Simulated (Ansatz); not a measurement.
**Fields on a plane of CoSn (CoSn type, space group P6/mmm)**

```
CoSn
1.0
    5.21781     0.00000     0.00000
   -2.60891     4.51876     0.00000
    0.00000     0.00000     4.17247
Co Sn
3 3
Direct
  0.50000   0.00000   0.00000
  0.50000   0.50000   0.00000
  0.00000   0.50000   0.00000
  0.00000   0.00000   0.00000
  0.33333   0.66667   0.50000
  0.66667   0.33333   0.50000
```

The slice is a (-1 1 0 0) plane (indices of the conventional cell) through the point (0.667, 0.333, 0.500) (fractional), spanned by u = [001] and v = [110] in vectors of this cell: u (4.17 Å) and v (5.22 Å, at 90° to u). It covers one period; positions are fractions (u, v).

Atoms on it: Sn at (0.00, 0.00). Other atoms lie within 1 Å of the plane.

Computed with PBEsol (plane waves to 420 eV, PAW, scalar-relativistic; Ansatz, a program for electronic structure). k mesh 10×10×11. Inside the PAW spheres the values are not all-electron values, and peaks at nuclei hang on which shells count as valence. CoSn is run without spin polarisation. CoSn was relaxed with its symmetry unable to fall.

```
v \ u  0.00   0.16  0.32  0.47  0.63  0.79  0.95
-----  ----  -----  ----  ----  ----  ----  ----
0.92      x      x   4.3   5.0   5.4     x     x
0.83      x  <-1.0   3.9     x   1.6   1.7     x
0.75    3.1    5.5   3.3     x     x   6.0   3.5
0.67    6.8    7.6   5.1     x   1.8   7.5   7.0
0.58    6.6    7.5   6.9   3.9   5.8   7.8   6.7
0.50    6.0    7.3   7.5   5.8   6.9   7.7   6.2
0.42    6.6    7.5   6.9   3.9   5.8   7.8   6.7
0.33    6.8    7.6   5.1     x   1.8   7.5   7.0
0.25    3.1    5.5   3.3     x     x   6.0   3.5
0.17      x  <-1.0   3.9     x   1.6   1.7     x
0.08      x      x   4.3   5.0   5.4     x     x
0.00      x      x   4.1   7.2   6.4     x     x
```

Values: electrostatic potential energy of an electron, from the cell's mean, in eV. Points within 1 Å of a nucleus are blanked (x), as the pseudised field means little there. Values under -1 eV are set to -1. The zero, the cell's mean, hangs on the PAW cores.

```
|99997755332222111111111111222233557799|
|88776644332222222222222222222233446677|
|66554433222222222222222222222222334455|
|44333322222222223333333322222222223333|
|22222211111122333344443333221111112222|
|11111111111122334444444433221111111111|
|00000000111122334444444433221111000000|
|00000000001111223333333322111100000000|
|00000000001111222222222222111100000000|
|00000000000011112222222211110000000000|
|00000000000011111111111111110000000000|
|00000000000011111111111111110000000000|
|00000000000011111111111111110000000000|
|00000000000011112222222211110000000000|
|00000000001111222222222222111100000000|
|00000000001111223333333322111100000000|
|00000000111122334444444433221111000000|
|11111111111122334444444433221111111111|
|22222211111122333344443333221111112222|
|44333322222222223333333322222222223333|
|66554433222222222222222222222222334455|
|88776644332222222222222222222233446677|
|99997755332222111111111111222233557799|
|99998866442222111111111111222244668899|
```
Scale: ten equal steps from -0.98 (start of '0') to 1.22 (end of '9'), in the order '0123456789'. Values: log₁₀ of the valence density in e/Å³. The map has 19 points along u (two characters each, u = 0 at the left) and 24 along v (v = 0 in the bottom row). The scale is logarithmic, as a density can span decades between atoms and voids.
